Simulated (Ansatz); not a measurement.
All numbers below come from Ansatz, DFT PBE, scalar-relativistic, plane waves, PAW. All cells share a 420 eV cutoff and Γ-centred k meshes spaced at most about 0.3 Å⁻¹ (about 0.25 or finer for metals, 2π included). No spin polarisation in the final relaxations.

These are static total energies at zero pressure. All come from trial cells, and lower structures may exist.

Problem. Which of these relaxed structures of HfGa2As2 is the lowest in energy?
A.

```xyz
5
Lattice="3.6163 0.0000 0.0000 0.0000 3.6163 0.0000 0.0000 0.0000 7.6606" Properties=species:S:1:pos:R:3 pbc="T T T"
Hf    0.0000    0.0000    0.0000
Ga    0.0000    1.8082    3.8303
Ga    1.8082    0.0000    3.8303
As    1.8082    1.8082    1.3728
As    1.8082    1.8082    6.2879
```

B.

```xyz
5
Lattice="3.7920 0.0000 0.0000 -1.8960 3.2839 0.0000 0.0000 0.0000 8.8439" Properties=species:S:1:pos:R:3 pbc="T T T"
Hf    0.0000    0.0000    0.0000
Ga    1.8960    1.0946    3.2562
Ga    0.0000    2.1893    5.5877
As    1.8960    1.0946    7.1949
As    0.0000    2.1893    1.6490
```

C.

```xyz
5
Lattice="4.7194 0.0000 0.0000 -2.3597 4.0872 0.0000 0.0000 0.0000 5.5977" Properties=species:S:1:pos:R:3 pbc="T T T"
Hf    2.3597    1.3624    0.0000
Ga    2.3597    1.3624    2.7988
Ga    0.0000    0.0000    0.0000
As    0.0000    2.7248    4.1891
As    0.0000    2.7248    1.4085
```

D.

```xyz
5
Lattice="4.6322 0.0000 0.0000 -2.3161 4.0116 0.0000 0.0000 0.0000 5.4379" Properties=species:S:1:pos:R:3 pbc="T T T"
Hf    0.0000    0.0000    0.5029
Ga    0.0000    2.6744    4.2978
Ga    2.3161    1.3372    4.2978
As    0.0000    2.6744    1.6544
As    2.3161    1.3372    1.6544
```

Solution. B. It has space group P-3m1 (No. 164); the next, A, with space group P4/mmm (No. 123), lies 175 meV/atom higher. Counting As atoms around Ga and Hf (those within 1.25 times the shortest such distance or 1.15 times the sum of covalent radii, 1.27 where that leaves under three; the shortest distance is added where it exceeds 1.18 times the sum of covalent radii), the lowest has Hf 6, Ga 3 and the next has Hf 8, Ga 4 from 3.1 Å.

No dispersion correction is applied, so the spacing and binding between layers, chains or molecules are poorly described (P-3m1), and this can change margins and order among such cells. Spin–orbit coupling, which can matter for Hf, is left out. With atoms moved at random, P-3m1 came back. Other cells relaxed within their symmetry can be saddle points. Some candidate types were left out of the draw beforehand, so a known form may be missing.
